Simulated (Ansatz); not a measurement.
WC: computed property card

WC:
```
WC
1.0
    0.00000     2.33938     2.33938
    2.33938     0.00000     2.33938
    2.33938     2.33938     0.00000
W C
1 1
Direct
  0.00000   0.00000   0.00000
  0.25000   0.25000   0.25000
```

Space group F-43m (No. 216), zinc blende; conventional cell a = b = c = 4.679 Å, α = β = γ = 90.00°.

Method: r²SCAN in the plane-wave PAW code Ansatz. Geometry: relaxed at this level of theory. Other levels are named where they apply.

Cell and energy:

- Volume per atom = 12.80 Å³
- Density = 12.70 g/cm³
- Formation energy from the elements (no fitted shifts) = 0.51 eV/atom

Electronic structure:

- Electronic character = metallic (no gap)
- Density of states at the Fermi level = 0.52 states/eV per atom (mean over ±0.08 eV)
- Gap with spin–orbit coupling = none (metallic)

Mechanics:

Bulk modulus (Birch–Murnaghan fit): 277 GPa
Pressure derivative B′: 4.1
Elastic constants (relaxed ions, GPa): C11 = 348, C12 = 242, C44 = 25.5
Mechanical stability: stable (all eigenvalues of C positive)
Hill bulk and shear moduli: 277 and 34.3 GPa
Young's modulus: 98.8 GPa
Poisson's ratio: 0.44
Debye temperature from the elastic constants: 238 K

Charges:

Bader charges: W +1.61, C -1.61 e

The start of the workflow was typed in or built on a structure type; neither database checked (COD, Materials Project) lists it. It is not the phase usual at ambient conditions (space group No. 187). The r²SCAN relaxation kept the symmetry of its start; its stability against distortions is not shown here. No spin polarisation was allowed. Its formation energy is positive at this level, so the cell may be metastable or incomplete. As this level gives no gap, shear constants depend on the k-mesh and smearing (Fermi–Dirac, 0.1 eV here). The references are the lowest solids computed at this level, not always the standard phases. Scalar-relativistic: spin–orbit coupling is off unless named, which matters more the heavier the elements.

Potentials: the earlier of the program's two PAW sets.
